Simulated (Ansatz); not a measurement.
Data:

CoW:
```cif
data_CoW
_chemical_formula_sum 'Co1 W1'
_space_group_name_H-M_alt 'P 1'
_space_group_IT_number 1
_cell_length_a 3.44782
_cell_length_b 3.44782
_cell_length_c 3.44782
_cell_angle_alpha 60.000
_cell_angle_beta 60.000
_cell_angle_gamma 60.000
loop_
_space_group_symop_operation_xyz
  'x, y, z'
loop_
_atom_site_label
_atom_site_type_symbol
_atom_site_fract_x
_atom_site_fract_y
_atom_site_fract_z
_atom_site_occupancy
Co1 Co 0.00000 0.00000 0.00000 1
W1 W 0.50000 0.50000 0.50000 1
```

This is the PBE-relaxed structure.

Question: All from DFT-PBE in the program Ansatz with PAW potentials, unless another level is named. Estimate the density of states at the Fermi level.

Answer: 1.6 states/eV per atom (mean over ±0.08 eV).

Question: What about the formation energy from the elements (no fitted shifts)?

Answer: 0.84 eV/atom.

Space group Fm-3m (rock salt). The start of the workflow was typed in or built on a structure type; neither database checked (COD, Materials Project) lists it. Its standing as an ambient phase is unchecked. The PBE relaxation kept the symmetry of its start; whether a distortion lowers the energy is not shown. The workflow began spin-polarised and lost its moments. Its formation energy is positive at this level, so the cell may be metastable or incomplete. The references are the lowest solids computed at this level, not always the standard phases. Spin–orbit coupling is left out wherever it is not named.

Potentials: the later of the program's two PAW sets.
